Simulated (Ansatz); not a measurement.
Relaxed candidate structures of HgSe:

A. R-3m, hexagonal axes (No. 166), hR2; a = b = 5.4196 Å, c = 5.3707 Å, α = β = 90.00°, γ = 120.00°; Hg 3a (0.000, 0.000, 0.000); Se 3b (0.000, 0.000, 0.500)

B. F-43m (No. 216), cF8, zinc blende type; a = 6.133 Å, b = 6.133 Å, c = 6.133 Å, α = 90.00°, β = 90.00°, γ = 90.00°; Hg 4a (0.000, 0.000, 0.000); Se 4c (0.250, 0.250, 0.250)

C. P4₂/mmc (No. 131), tP4; a = 3.937 Å, b = 3.937 Å, c = 7.324 Å, α = 90.00°, β = 90.00°, γ = 90.00°; Hg 2e (0.000, 0.000, 0.250); Se 2d (0.500, 0.000, 0.000)

D. Pmma (No. 51), oP8; a = 7.9775 Å, b = 5.7223 Å, c = 4.0267 Å, α = β = γ = 90.00°; Hg 2c (0.000, 0.000, 0.500); Hg 2f (0.250, 0.500, 0.000); Se 2d (0.500, 0.500, 0.500); Se 2e (0.250, 0.000, 0.048)

Question: Put the candidates in order of energy per atom, lowest first, for PBEsol (plane waves to 420 eV, PAW, scalar-relativistic; Ansatz, a quantum-chemistry and plane-wave program).

Answer: B (reference, the lowest of the structures calculated here), D (+0.09 eV/atom), C (+0.29 eV/atom), A (+0.44 eV/atom)

Probably no minimum, since a slightly shaken restart fell lower: P4₂/mmc, tP4 (by 0.29 eV/atom, to F-43m).  3 generated cells of layers, chains or molecules, poorly bound without dispersion, are left out. Each run could gain symmetry but not lose that of its start, so entries can be saddle points. From databases, or of a type measured for this composition: F-43m, cF8, zinc blende type; the others are generated cells (placed on structure types, drawn at random, substituted or restacked) that were not matched to a known phase here. Energies are at zero temperature and pressure, without zero-point motion. No spin polarisation in the result. Spin-orbit coupling is missing; with elements this heavy it can move band edges by tenths of an eV or more.
